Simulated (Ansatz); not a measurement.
A relaxed 1×1 slab of 3 planes, cut along (111) from a bcc crystal of one element, has a cell area of 19.09 Å² and a bulk spacing of 0.958 Å between its first planes. All-electron LAPW in Ansatz 0.2.0 (PBE, scalar-relativistic, no spin polarisation) gives γ = 2.91 J/m², Φ = 4.29 eV and a change of the outer spacing of -45.5 %. The bcc structure needn't be the element's own.

**Question.** Which element is it?

**Answer.** Ta. Neighbours weren't tried against these numbers.
